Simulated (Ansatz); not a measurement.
A geometry of W away from equilibrium: step 2 of the relaxation of a relaxed W cell, doubled along one cell vector, shaken by Gaussian noise of σ = 0.08 Å a coordinate. The numbers are results of r2SCAN (plane waves to 500 eV, PAW, scalar-relativistic; Ansatz, a first-principles code), not measurements. Γ-centred k-mesh 14×7×14 on the run's cell (coarser than for final values), Fermi–Dirac smearing 0.05 eV.

```xyz
2
Lattice="-1.5756 1.5882 1.5808 3.1857 -3.1770 3.1968 1.5755 1.5884 -1.5811" Properties=species:S:1:pos:R:3:forces:R:3 pbc="T T T" free_energy=-20796.281 pressure_GPa=0.2
W     -0.0669    -0.0218     0.1359    0.6195   -0.0042   -1.6414
W      1.6660    -1.6109     1.5313   -0.6195    0.0042    1.6414
```

Positions in Å, forces in eV/Å, free energy of the cell in eV (comparable only within this code, potentials and settings). Largest force: 1.75 eV/Å, on W1, W2 (atoms numbered as listed); the geometry lies 0.11 eV/atom above the end of its relaxation.

No spin polarisation in the result.

The run could not lose the symmetry of its start.
